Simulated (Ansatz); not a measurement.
TiO2:
```
CELL_PARAMETERS angstrom
      5.55318     0.00000     0.00000
     -2.77659     4.80920     0.00000
      0.00000     0.00000     6.04977
ATOMIC_POSITIONS crystal
  Ti 0.53485 0.53485 0.00000
  Ti 0.46515 0.00000 0.33333
  Ti 0.00000 0.46515 0.66667
  O  0.41852 0.27344 0.21506
  O  0.72656 0.14508 0.54840
  O  0.85492 0.58148 0.88173
  O  0.27344 0.41852 0.78494
  O  0.14508 0.72656 0.45160
  O  0.58148 0.85492 0.11827
```

Cartesian axes are those of the cell as given.

Give the proper piezoelectric stress tensor with relaxed ions from r²SCAN in the plane-wave PAW code Ansatz.

In C/m², rows x, y, z, Voigt columns; mesh uncertainty up to 0.01.
```
 0.02  -0.02   0.00   0.06   0.00   0.00
 0.00   0.00   0.00   0.00  -0.06  -0.02
 0.00   0.00   0.00   0.00   0.00   0.00
```

The elastic tensor of the same run (GPa):

```
25.5   2.2  -4.2  -8.2   0.0   0.0
 2.2  25.5  -4.2   8.2   0.0   0.0
-4.2  -4.2  28.0   0.0   0.0   0.0
-8.2   8.2   0.0  13.1   0.0   0.0
 0.0   0.0   0.0   0.0  13.1  -8.2
 0.0   0.0   0.0   0.0  -8.2  11.6
```

Convert to strain constants d = e·S.

In pC/N:
```
 4.1  -4.1   0.0   9.5   0.0   0.0
 0.0   0.0   0.0   0.0  -9.5  -8.1
 0.0   0.0   0.0   0.0   0.0   0.0
```

Space group P3_121. The workflow started from a Materials Project entry (that database holds measured and hypothetical structures alike); the Crystallography Open Database files this formula in space group No. 152, but the cells were not matched. It is not the phase usual at ambient conditions (space group No. 61, 136, 141). Symmetry was held in the r²SCAN relaxation. At this level the phase is dynamically unstable (imaginary phonons). The run is not spin-polarised.

Potentials: the earlier of the program's two PAW sets.
